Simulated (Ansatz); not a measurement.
## Elastic constants of BP (F-43m), step by step

```
CELL_PARAMETERS angstrom
0.00000 2.24538 2.24538
2.24538 0.00000 2.24538
2.24538 2.24538 0.00000
ATOMIC_POSITIONS crystal
B 0.00000 0.00000 0.00000
P 0.75000 0.75000 0.75000
```

Level of theory, where no other is named: LDA, all-electron LAPW in Ansatz 0.2.0, scalar-relativistic. k mesh 10×10×10, fixed occupations, basis error target 1 meV/atom. The cell was relaxed by PAW under this functional.

The cell is cubic and carries a residual pressure of -0.05 GPa at this level. Each strain component that symmetry leaves independent is applied at ±0.005, the ions relax wherever a strain frees them, and the stress (tension positive, GPa) is read. Shears are engineering strains, γ = 2ε.

```tsv
strain	size	σxx	σyy	σzz	σyz	σxz	σxy
xx	-0.005	-1.7516	-0.3798	-0.3798	0.0000	0.0000	0.0000
xx	+0.005	1.8333	0.4600	0.4600	0.0000	0.0000	0.0000
yz	-0.005	0.0510	0.0455	0.0455	-0.9717	0.0000	0.0000
yz	+0.005	0.0510	0.0455	0.0455	0.9717	0.0000	0.0000
```

A central difference gives one constant, for example C11 ≈ (1.8333 − (-1.7516))/(0.01) = 358.5 GPa; the program then imposes the crystal's symmetry on the whole matrix.

Question: What are the independent elastic constants?

Answer: C11 = 358.5, C12 = 84.0, C44 = 194.3 GPa.

Question: Do they meet the Born conditions?

Answer: C11 − C12 = 274.5, C11 + 2C12 = 526.5 and C44 = 194.3 GPa must all be positive, so the crystal is elastically stable; that says nothing yet of its phonons.

Question: What moduli does a random aggregate of grains have?

Answer: B = (C11 + 2C12)/3 = 175.5 GPa. G_V = (C11 − C12 + 3C44)/5 = 171.5 and G_R = 5(C11 − C12)C44/(4C44 + 3(C11 − C12)) = 166.6, so G_H = 169.1 GPa. Then E = 9BG/(3B + G) = 383.9 GPa, ν = (3B − 2G)/(6B + 2G) = 0.135 and B/G = 1.04, on the brittle side of Pugh's 1.75 (a rule of thumb, made for metals; it doesn't predict ductility here).

Question: With the density of 3.064 g/cm³, how fast does sound travel, and what Debye temperature follows?

Answer: 

```csv
direction,slow (m/s),middle (m/s),fast (m/s)
[100],7964,7964,10816
[110],6692,7964,11645
[111],7141,7141,11909
```

The mean of v⁻³ over directions and branches gives v_m = 8123 m/s and θ_D = (ħ/k_B) v_m (6π²n)^(1/3) = 1077 K, n being atoms per volume. Young's modulus spans 327 to 426 GPa over directions, and the universal anisotropy index is 0.15.

Question: How far do the constants move if PAW replaces LAPW in the same cell?

Answer: 

```json
{"constant": "C11", "LAPW (GPa)": "358.5", "PAW (GPa)": "358.2", "difference": "-0.3"}
{"constant": "C12", "LAPW (GPa)": "84.0", "PAW (GPa)": "84.2", "difference": "0.2"}
{"constant": "C44", "LAPW (GPa)": "194.3", "PAW (GPa)": "194.2", "difference": "-0.1"}
```

Question: How do the constants change if the ions are clamped to the homogeneous strain?

Answer: Clamped values, with the change against relaxed ions: C11 = 358.5 (+0.0), C12 = 84.0 (+0.0), C44 = 218.2 (+23.9) GPa.

Question: What happens at 30 GPa (cell relaxed there)?

Answer: The volume falls to 0.8750 of its value, and C11 = 479.7, C12 = 180.0, C44 = 238.5 GPa (slopes of the stress), in this structure whether or not another phase takes over.

Caveats: constants at zero field, no piezoelectric stiffening; the frozen-core PAW files of the compared runs were fitted under PBE, their cores solved anew for this functional.
